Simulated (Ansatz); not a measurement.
ZnS (wurtzite, space group No. 186), r²SCAN (plane waves, PAW; program Ansatz). The conduction-band minimum lies at Γ, with 1 equivalent valley. Second derivatives d²E/dk² of the lowest band at one valley (eV·Å²), along Cartesian directions:

| direction | d²E/dk² |
|---|---|
| [100] | 36.93 |
| [010] | 36.93 |
| [001] | 42.78 |
| [110] | 36.93 |
| [101] | 39.87 |
| [011] | 39.87 |

Find the principal effective masses, the density-of-states mass and the conductivity mass.

Off-diagonal terms follow from H_xy = H[110] − (H_xx + H_yy)/2, and m*/mₑ = 7.620 eV·Å² over each eigenvalue: 0.18, 0.21, 0.21. One valley's DOS mass (m₁m₂m₃)^(1/3) = 0.20, conductivity mass 3/(Σ 1/mᵢ) = 0.20 mₑ.

What effective density of states Nc follows at 300 K for parabolic valleys?

Nc = 2.509e19 × 1 × (0.20)^(3/2) ≈ 2.2e18 cm⁻³.

With the computed static dielectric constant 8.44 (mean of the diagonal), estimate a hydrogenic donor's binding energy and radius.

E = 13.606 eV × 0.20/8.44² ≈ 38 meV; a = 0.529 Å × ε/m* ≈ 22 Å. Semilocal masses tend to be too small when the gap is underestimated.

Space group P6_3mc (wurtzite). The r²SCAN relaxation kept the symmetry of its start.

Potentials: the earlier of the program's two PAW sets. The files were generated under PBE; for other functionals the program regenerates the frozen cores, and for LDA and PBEsol the local potential too.
